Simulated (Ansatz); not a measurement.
## Frozen-phonon scan for GaP (zinc blende)

GaP (zinc blende)

```xyz
2
Lattice="0.0000 2.7530 2.7530 2.7530 0.0000 2.7530 2.7530 2.7530 0.0000" Properties=species:S:1:pos:R:3 pbc="T T T"
P      4.1295     4.1295     4.1295
Ga     0.0000     0.0000     0.0000
```

The atoms are displaced by Q × the pattern below (from a DFPT mode at Γ, largest move 1; Q in Å), at fixed cell. It is one choice among 3 degenerate patterns.

```json
[
 {"atom": "P1", "x": "0.000", "y": "0.000", "z": "1.000"},
 {"atom": "Ga2", "x": "0.000", "y": "0.000", "z": "-0.444"}
]
```

Calculation: PBE (plane waves to 420 eV, PAW, scalar-relativistic; Ansatz, a program for electronic structure). k mesh 10×10×10 (Γ-centred), Fermi-Dirac smearing 0.05 eV. E stands for the smeared free energy. Stress and pressure are positive under compression. GaP was relaxed with its symmetry unable to fall. The zero of ΔE is the undisplaced structure.

```csv
Q (Å),ΔE (meV/cell),−dE/dQ from forces (eV/Å),P (GPa)
-0.180,308,3.319,2.12
-0.150,215,2.815,1.49
-0.120,139,2.285,0.96
-0.090,79,1.733,0.54
-0.060,35,1.165,0.25
-0.030,9,0.585,0.07
0.000,0,0.000,0.01
0.030,9,-0.585,0.07
0.060,35,-1.165,0.25
0.090,79,-1.733,0.54
0.120,139,-2.285,0.96
0.150,215,-2.815,1.49
0.180,308,-3.319,2.12
```

Read from the data:

The energy at Q = 0.180 Å comes out as 308 meV/cell. Space group of the distorted cell: Imm2 (No. 44), lowered from F-43m. Symmetry of the curve: even: the same for both signs. Shape of the curve: a single well with its minimum at or next to zero displacement. Harmonic wavenumber from the curvature (finite differences): 345 cm⁻¹. Wavenumber by perturbation theory (DFPT, on another k mesh): 345 cm⁻¹.

The 13 points together took around 2.0 core-minutes (rough).

(A displaced cell: forces are minus the slopes of the energy, force constants its curvatures, and phonons follow from these.)
